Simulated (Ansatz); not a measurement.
SrOs in the CsCl-type structure

Computed with Ansatz (plane waves, PAW, 420 eV cutoff): PBE, scalar-relativistic, no spin polarisation, 10×10×10 k-mesh, Gaussian smearing of 0.05 eV; PAW files: Ansatz's generated set soft_2.

```
Sr Os
1.0
     3.60037    0.00000    0.00000
     0.00000    3.60037    0.00000
     0.00000    0.00000    3.60037
Sr Os
1 1
Direct
  0.00000 0.00000 0.00000
  0.50000 0.50000 0.50000
```

This is a trial structure made by placing the elements on a prototype's sites, so it needn't be the stable form.

The cell above was scaled in volume, its shape and atoms being fixed by the lattice's symmetry. Energies are counted from the cell above.

Cell and atoms are those of this level's equilibrium.

```
V (Å³/atom)  ΔE (meV/atom)  P (GPa)
      22.05           15.2      4.1
      22.40            7.8      2.8
      22.87            1.8      1.3
      23.34            0.0      0.0
      23.80              ?        ?
      24.27            7.1     -2.3
      24.97           20.3     -3.7
      25.67           39.3     -4.9
```

Task: Fill in the withheld row.

Result: ΔE (meV/atom): 1.9, P (GPa): -1.2.

Task: What do the points give for the equilibrium volume, the bulk modulus and its pressure derivative (third-order Birch–Murnaghan)?

Result: V0 = 23.32 Å³/atom, B0 = 64 GPa, B0′ = 4.4.

B0·V0 = 63.6 GPa × 23.32 Å³ = 9.26 eV/atom sets the scale: near the minimum ΔE ≈ ½ B0 V0 x², with x = V/V0 − 1, and a pressure of 0.6 GPa squeezes the volume by about 1 %. At the ends of the curve: x = −5.5 % predicts 13.8 meV/atom and the run gives 15.2; x = +10.1 % predicts 46.8 meV/atom and the run gives 39.3. The curve is steeper than the parabola on the compressed side and flatter on the expanded side: the bulk modulus rises with pressure.

No spin–orbit coupling, a notable omission for heavy elements. The run is a metal.
